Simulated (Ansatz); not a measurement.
Relaxed-ion elastic tensor of Mg (simple hexagonal, P6/mmm) in GPa (Voigt order), LDA (plane waves, PAW; program Ansatz); density 1.67 g/cm³, 24.11 Å³ per atom.

```
 71.4   25.7    4.6    0.0    0.0    0.0
 25.7   71.4    4.6    0.0    0.0    0.0
  4.6    4.6   59.1    0.0    0.0    0.0
  0.0    0.0    0.0  -13.9    0.0    0.0
  0.0    0.0    0.0    0.0  -13.9    0.0
  0.0    0.0    0.0    0.0    0.0   22.8
```

Task: Is the crystal mechanically stable?

Result: No: the smallest eigenvalue of C is -13.9 GPa.

The workflow started from a Materials Project entry (that database holds measured and hypothetical structures alike); the Crystallography Open Database copy checked does not list it. It is not the phase usual at ambient conditions (space group No. 194). The cell was relaxed with LDA under the symmetry of its start. At this level the phase is mechanically unstable. As this level gives no gap, shear constants depend on the k-mesh and smearing (Fermi–Dirac, 0.1 eV here).

Potentials: the later of the program's two PAW sets.
